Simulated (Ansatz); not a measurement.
AlBRu$_{3}$:
```cif
data_AlBRu3
_chemical_formula_sum 'Al1 Ru3 B1'
_space_group_name_H-M_alt 'P 1'
_space_group_IT_number 1
_cell_length_a 4.02617
_cell_length_b 4.02617
_cell_length_c 4.02617
_cell_angle_alpha 90.000
_cell_angle_beta 90.000
_cell_angle_gamma 90.000
loop_
_space_group_symop_operation_xyz
  'x, y, z'
loop_
_atom_site_label
_atom_site_type_symbol
_atom_site_fract_x
_atom_site_fract_y
_atom_site_fract_z
_atom_site_occupancy
Al1 Al 0.00000 0.00000 0.00000 1
Ru1 Ru 0.00000 0.50000 0.50000 1
Ru2 Ru 0.50000 0.00000 0.50000 1
Ru3 Ru 0.50000 0.50000 0.00000 1
B1 B 0.50000 0.50000 0.50000 1
```

Relaxed with r²SCAN.

Task: Which orbitals make up the states near the Fermi level in r²SCAN (plane waves, PAW; program Ansatz)?

Result: Within 0.5 eV of the Fermi level: Ru 4d 89 %. Projections are on Löwdin-orthogonalised atomic valence shells; empty p or d shells of many metals are not among them.

Task: Tabulate the density of states.

Result: States/eV per cell of 5 atoms, in 0.25 eV bins, energy from the Fermi level.

```csv
E (eV),total,Ru 4d,B 2p,Al 3p
-7.85,0.31,0.12,0.03,0.00
-7.60,0.40,0.16,0.03,0.00
-7.35,0.45,0.18,0.02,0.01
-7.10,0.63,0.24,0.05,0.02
-6.85,1.40,0.56,0.25,0.04
-6.60,3.25,1.00,0.77,0.12
-6.35,3.28,1.30,0.72,0.14
-6.10,1.52,0.81,0.25,0.03
-5.85,1.70,0.93,0.30,0.04
-5.60,2.17,1.17,0.38,0.05
-5.35,2.14,1.14,0.49,0.08
-5.10,2.50,1.34,0.56,0.15
-4.85,3.54,2.21,0.66,0.24
-4.60,4.22,3.12,0.71,0.14
-4.35,4.01,3.29,0.45,0.11
-4.10,3.20,2.39,0.28,0.29
-3.85,3.88,2.73,0.20,0.59
-3.60,6.80,5.02,0.19,1.16
-3.35,5.11,3.71,0.21,0.91
-3.10,4.92,3.58,0.35,0.76
-2.85,3.76,2.85,0.27,0.49
-2.60,4.91,4.01,0.33,0.40
-2.35,5.26,4.62,0.19,0.31
-2.10,2.73,2.33,0.12,0.21
-1.85,2.53,2.29,0.11,0.07
-1.60,5.72,5.17,0.14,0.20
-1.35,4.94,4.27,0.13,0.29
-1.10,3.94,3.28,0.13,0.27
-0.85,6.00,5.23,0.15,0.17
-0.60,5.77,5.13,0.18,0.09
-0.35,5.39,5.04,0.11,0.08
-0.10,6.63,5.95,0.24,0.12
0.15,5.02,4.15,0.19,0.15
0.40,2.04,1.73,0.03,0.04
0.65,1.23,1.19,0.01,0.01
0.90,1.45,1.41,0.01,0.01
1.15,2.30,2.25,0.01,0.01
1.40,2.37,2.33,0.01,0.01
1.65,1.35,1.29,0.01,0.04
1.90,0.60,0.45,0.01,0.12
2.15,1.10,0.76,0.05,0.25
2.40,2.70,1.75,0.18,0.59
2.65,3.38,2.00,0.35,0.70
2.90,1.93,0.98,0.29,0.40
3.15,1.74,0.79,0.31,0.37
3.40,1.62,0.65,0.34,0.32
3.65,1.69,0.54,0.39,0.31
3.90,2.12,0.51,0.48,0.43
4.15,1.94,0.50,0.40,0.31
4.40,2.15,0.55,0.40,0.32
4.65,1.28,0.33,0.33,0.25
```

Space group Pm-3m (cubic perovskite). The start of the workflow was typed in or built on a structure type; neither database checked (COD, Materials Project) lists it. Its standing as an ambient phase is unchecked. The cell was relaxed with r²SCAN under the symmetry of its start; whether a distortion lowers the energy is not shown. No spin polarisation was allowed. The volume moved by -15 % from the start of the relaxation. Scalar-relativistic: spin–orbit coupling is off unless named, which matters more the heavier the elements.

Potentials: the later of the program's two PAW sets.
